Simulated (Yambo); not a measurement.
**How GW settings move the gap: CaB$_{2}$C$_{2}$**

G0W0@LDA for CaB2C2 (space group I4/mcm, No. 140) in Yambo. Reference settings: 4×4×4 Γ-centred k mesh, 118 bands and a 6 Ry block in the screening, 118 bands in G with the Bruneval-Gonze terminator, plasmon pole fitted at 27.2 eV. The LDA gap (0, 0, 0.25) → Z on this mesh is 0.60 eV; G0W0 gaps are taken between the same points.

```csv
change from the reference,"G0W0 gap (0, 0, 0.25) → Z (eV)",shift of the valence edge (eV),rough Yambo cost
reference settings,1.01,0.04,1
"52 bands in W, 52 bands in G",1.07,0.48,about 1/3
"71 bands in W, 71 bands in G",1.04,0.26,within a factor of two
"93 bands in W, 93 bands in G",1.02,0.13,within a factor of two
"37 bands in W, 37 bands in G, 3 Ry block",1.23,0.83,about 1/6
"37 bands in W, 37 bands in G, 2 Ry block",1.22,0.85,about 1/6
"37 bands in W, 37 bands in G, 4 Ry block",1.23,0.82,about 1/6
"37 bands in W, 37 bands in G, 5 Ry block",1.23,0.82,about 1/6
"52 bands in W, 52 bands in G, 2 Ry block",1.04,0.62,about 1/4
"52 bands in W, 52 bands in G, 5 Ry block",1.07,0.48,about 1/4
"71 bands in W, 71 bands in G, 4 Ry block",1.03,0.29,about 1/2
2 Ry block,0.95,0.33,within a factor of two
3 Ry block,0.96,0.23,within a factor of two
4 Ry block,0.99,0.09,within a factor of two
5 Ry block,1.00,0.05,within a factor of two
```

The reference isn't shown to be the converged limit. Costs are rough (shared machines), scaled to the same edge states, and given only for runs that recompute the screening. The mesh misses a band edge: along a dense path the LDA gap is 0.52 eV against 0.60 eV on the mesh.

Geometry of the Materials Project entry, not relaxed at this level; primitive cell a = b = c = 5.2935 Å, α = β = 119.31°, γ = 91.19°.

The structure is a Materials Project entry; no match was found in the copy of COD used, and its stability was not checked.

A shift is the quasiparticle energy of the state minus its LDA energy.
